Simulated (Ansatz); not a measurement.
Mo (bcc (W type), Im-3m) at seven volumes, the program Ansatz at the PBE level (PAW), scaled uniformly. One row is withheld.

```
V (Å³/atom)  P (GPa)
-----------  -------
14.364         30.06
14.837             ?
15.311          8.45
15.784          0.00
16.258         -7.20
16.731        -13.34
17.205        -18.57
```

Q: Fit the shown pressures and predict the withheld one.

A: P = (3/2)B₀(x^(7/2) − x^(5/2))[1 + (3/4)(B′ − 4)(x − 1)] with x = (V₀/V)^(2/3). Least squares on the six rows gives V₀ = 15.784 Å³/atom, B₀ = 260 GPa, B′ = 4.34. At V = 14.837, x = 1.0421 and P = 18.40 GPa. The run itself gave 18.38 GPa.

Symmetry was held in the PBE relaxation. No spin polarisation was allowed.

Potentials: the earlier of the program's two PAW sets.
